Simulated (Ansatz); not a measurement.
Zr:
```cif
data_Zr2
_chemical_formula_sum 'Zr2'
_space_group_name_H-M_alt 'P 1'
_space_group_IT_number 1
_cell_length_a 3.14324
_cell_length_b 3.14324
_cell_length_c 5.09235
_cell_angle_alpha 90.000
_cell_angle_beta 90.000
_cell_angle_gamma 120.000
loop_
_space_group_symop_operation_xyz
  'x, y, z'
loop_
_atom_site_label
_atom_site_type_symbol
_atom_site_fract_x
_atom_site_fract_y
_atom_site_fract_z
_atom_site_occupancy
Zr1 Zr 0.33333 0.66667 0.25000 1
Zr2 Zr 0.66667 0.33333 0.75000 1
```

Relaxed with LDA.

Problem. Which orbitals make up the states near the Fermi level in plane-wave PAW LDA (Ansatz code)?

Solution. Within 0.5 eV of the Fermi level: Zr 4d 89 %, Zr 5s 5 %. Projections are on Löwdin-orthogonalised atomic valence shells; empty p or d shells of many metals are not among them.

Problem. Tabulate the density of states.

Solution. States/eV per cell of 2 atoms, in 0.25 eV bins, energy from the Fermi level.

```tsv
E (eV)	total	Zr 4d	Zr 5s	Zr 4p
-5.85	0.00	0.00	0.00	0.00
-5.60	0.06	0.00	0.05	0.00
-5.35	0.10	0.00	0.09	0.00
-5.10	0.14	0.00	0.13	0.00
-4.85	0.18	0.00	0.16	0.00
-4.60	0.22	0.01	0.19	0.01
-4.35	0.26	0.02	0.22	0.01
-4.10	0.32	0.03	0.26	0.01
-3.85	0.39	0.05	0.30	0.02
-3.60	0.49	0.10	0.36	0.02
-3.35	0.77	0.27	0.45	0.02
-3.10	1.94	1.24	0.63	0.03
-2.85	2.03	1.41	0.55	0.04
-2.60	2.43	1.90	0.46	0.04
-2.35	2.72	2.30	0.35	0.04
-2.10	2.50	2.17	0.26	0.04
-1.85	1.84	1.60	0.18	0.04
-1.60	1.91	1.67	0.17	0.04
-1.35	2.51	2.30	0.13	0.04
-1.10	2.60	2.40	0.09	0.05
-0.85	3.10	2.83	0.14	0.05
-0.60	3.04	2.71	0.18	0.06
-0.35	1.13	0.97	0.10	0.02
-0.10	1.37	1.21	0.08	0.02
0.15	3.50	3.18	0.16	0.05
0.40	3.16	2.83	0.17	0.04
0.65	3.09	2.75	0.18	0.03
0.90	3.29	2.87	0.21	0.03
1.15	3.45	2.95	0.24	0.03
1.40	3.70	3.26	0.20	0.03
1.65	2.67	2.34	0.12	0.02
1.90	1.76	1.55	0.07	0.01
2.15	1.58	1.42	0.04	0.00
2.40	1.48	1.40	0.02	0.00
2.65	1.39	1.32	0.02	0.00
2.90	1.36	1.30	0.02	0.00
3.15	1.33	1.27	0.03	0.00
3.40	1.34	1.28	0.03	0.00
3.65	1.39	1.31	0.04	0.00
3.90	1.63	1.53	0.06	0.00
```

Space group P6_3/mmc (hcp (Mg type)). The cell was relaxed with LDA under the symmetry of its start; of distortions, only those at the zone centre were tested. The run is not spin-polarised. Scalar-relativistic: spin–orbit coupling is off unless named, which matters more the heavier the elements.

Potentials: the earlier of the program's two PAW sets.
